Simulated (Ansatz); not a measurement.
## Harmonic thermodynamics of ZrTi$_{5}$N$_{6}$

All numbers below come from Ansatz, DFT PBE, scalar-relativistic, plane waves, PAW. Settings: 420 eV plane-wave cutoff, Γ-centred 12×12×4 mesh, Fermi-Dirac smearing of 0.15 eV. No spin polarisation. Phonons by linear response, acoustic sum rule imposed.

Equilibrium structure at this level:
```
CELL_PARAMETERS angstrom
3.06122 0.00000 0.00000
0.00000 3.06122 0.00000
0.00000 0.00000 12.94082
ATOMIC_POSITIONS crystal
Zr 0.50000 0.50000 0.50000
Ti 0.00000 0.00000 0.67773
Ti 0.00000 0.00000 0.32227
Ti 0.50000 0.50000 0.16354
Ti 0.00000 0.00000 0.00000
Ti 0.50000 0.50000 0.83646
N 0.00000 0.00000 0.83766
N 0.50000 0.50000 0.67397
N 0.00000 0.00000 0.50000
N 0.50000 0.50000 0.32603
N 0.00000 0.00000 0.16234
N 0.50000 0.50000 0.00000
```

The structure comes from a generated guess, relaxed at this level; another structure or a mixture of phases may lie lower. In a metal, frequencies and elastic constants depend on the k mesh and the smearing, soft modes and shear constants most. The q mesh is coarse, so values between its points are rough.

Force constants from linear response on a 2×2×1 q mesh, interpolated to a fine mesh.

Phonon density of states, in bins of 10 cm⁻¹:
bin centre (cm⁻¹), share of modes (%) and a bar:
```
        5        0.0
       15        0.0
       25        0.0
       35        0.0
       45        0.0
       55        0.1
       65        0.1
       75        0.1
       85        0.1 #
       95        0.2 #
      105        0.3 #
      115        0.4 ##
      125        0.6 ###
      135        1.6 #######
      145        1.4 ######
      155        1.7 ########
      165        2.1 ##########
      175        2.9 ##############
      185        3.1 ###############
      195        3.5 ################
      205        4.1 ###################
      215        3.9 ##################
      225        4.2 ###################
      235        4.0 ##################
      245        2.9 #############
      255        2.4 ###########
      265        3.1 ###############
      275        3.8 #################
      285        1.7 ########
      295        1.3 ######
      305        0.4 ##
      315        0.3 #
      325        0.0
      335        0.0
      345        1.4 #######
      355        1.3 ######
      365        0.0
      375        0.0
      385        0.0
      395        0.0
      405        0.0
      415        0.0
      425        0.0
      435        0.2 #
      445        0.5 ##
      455        1.5 #######
      465        5.8 ###########################
      475        6.5 ##############################
      485        5.7 ##########################
      495        4.0 ###################
      505        2.8 #############
      515        1.7 ########
      525        1.7 ########
      535        2.0 #########
      545        1.9 #########
      555        1.9 #########
      565        4.0 ##################
      575        1.4 ######
      585        0.0
      595        0.0
      605        0.0
      615        0.0
      625        1.5 #######
      635        1.8 #########
      645        1.3 ######
      655        0.6 ###
      665        0.3 #
```

Task: Give the zero-point energy per atom.

Result: 67.4 meV.

Task: How large are the vibrational entropy and heat capacity at 300 K?

Result: S = 2.06 k_B and C_V = 2.30 k_B per atom, 77 % of the Dulong–Petit value.

Task: Tabulate them against temperature.

Result:
```tsv
T (K)	F_vib (meV/atom)	S (k_B/atom)	C_V (k_B/atom)
100	66.6	0.35	0.79
200	59.8	1.23	1.78
300	45.5	2.06	2.30
400	24.6	2.77	2.56
500	-1.9	3.36	2.71
600	-33.0	3.86	2.79
700	-68.2	4.29	2.84
800	-106.8	4.67	2.88
900	-148.6	5.01	2.90
1000	-193.2	5.32	2.92
```
